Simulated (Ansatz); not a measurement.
Trial structures of Nb₂B: starts and ends

Theory: DFT PBE, scalar-relativistic, plane waves, PAW in Ansatz 0.2.0. All cells share a 420 eV cutoff and Γ-centred k meshes spaced at most about 0.3 Å⁻¹ (about 0.25 or finer for metals, 2π included). No spin polarisation in the final relaxations.

Each guess was relaxed in cell and atoms at zero pressure, within the symmetry of its start. Temperature and zero-point effects are left out. Coordination counts B atoms around Nb (those within 1.25 times the shortest such distance or 1.15 times the sum of covalent radii; a slash parts the counts of unlike sites).

```tsv
guess	made from	start group	V start (Å³/atom)	end group	V end (Å³/atom)	coordination at the end	gap on mesh (eV)	E over the lowest end (meV/atom)
1	MgB2 type	P6/mmm	12.0	P6/mmm	15.0	Nb 6	0	1231
2	In2Bi type	P6_3/mmc	13.8	?	?	?	?	?
3	Lu2C type	R-3m	13.8	R-3m (anti-cadmium chloride)	15.0	Nb 3	0	0
4	Li2S type	Fm-3m	13.5	Fm-3m (anti-fluorite)	14.9	Nb 4	0	189
5	random cell	P6/mmm	14.2	P6/mmm	15.8	Nb 3	0	1147
```

Guess 2 as it starts:

```
Nb B
1.0
     4.31225    0.00000    0.00000
    -2.15612    3.73452    0.00000
     0.00000    0.00000    5.15013
Nb B
4 2
Direct
  0.00000 0.00000 0.00000
  0.00000 0.00000 0.50000
  0.33333 0.66667 0.75000
  0.66667 0.33333 0.25000
  0.33333 0.66667 0.25000
  0.66667 0.33333 0.75000
```

Task: Predict the end of this guess and its energy over the lowest end.

Result: It ends in the Ni2In type, space group P6_3/mmc (No. 194), with a = 4.323 Å, c = 5.158 Å, 13.9 Å³/atom and no gap. It lies 299 meV/atom over the lowest end, above guess 4 and below guess 5. Counting B atoms around Nb, this end has Nb 5/6 and the lowest (guess 3) has Nb 3.

Space group P6_3/mmc (No. 194). a = 4.323 Å, b = 4.323 Å, c = 5.158 Å, α = 90.00°, β = 90.00°, γ = 120.00°
```json
{"atom": "Nb", "site": "2a", "symmetry": "-3m.", "x": "0.0000", "y": "0.0000", "z": "0.0000"}
{"atom": "Nb", "site": "2d", "symmetry": "-6m2", "x": "0.3333", "y": "0.6667", "z": "0.7500"}
{"atom": "B", "site": "2c", "symmetry": "-6m2", "x": "0.3333", "y": "0.6667", "z": "0.2500"}
```

Formation energies are uncorrected and refer to the elements' standard structures at the same level.

Task: Is the lowest end bound against the elements?

Result: Yes: its formation energy is −0.29 eV/atom. Whether it is stable depends on the other phases of the system, which aren't compared here.

Cells relaxed within their symmetry can be saddle points. A lower structure may well exist outside this small set. Some types were kept out of the candidates beforehand, so the set may lack a known form.
